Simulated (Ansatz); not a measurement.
CsPbCl$_{3}$ (cubic perovskite, Pm-3m) under volume change, PBEsol in the plane-wave PAW code Ansatz, scaled uniformly.

```csv
V (Å³/atom),E − E(relaxed) (meV/atom),P (GPa)
32.228,26.7,2.93
33.291,11.2,1.78
34.353,2.6,0.82
35.416,0.0,0.00
36.478,2.3,-0.69
37.541,8.9,-1.27
38.603,18.9,-1.75
```

### Question
What does a third-order Birch–Murnaghan fit give for V₀, B₀ and B′?

### Answer
V₀ = 35.42 Å³/atom, B₀ = 24.9 GPa, B′ = 4.7.

This is a known high-temperature phase of the composition, computed here at zero pressure and temperature. The PBEsol relaxation kept the symmetry of its start; its stability against distortions is not shown here. Spin–orbit coupling is left out wherever it is not named.

Potentials: the later of the program's two PAW sets.
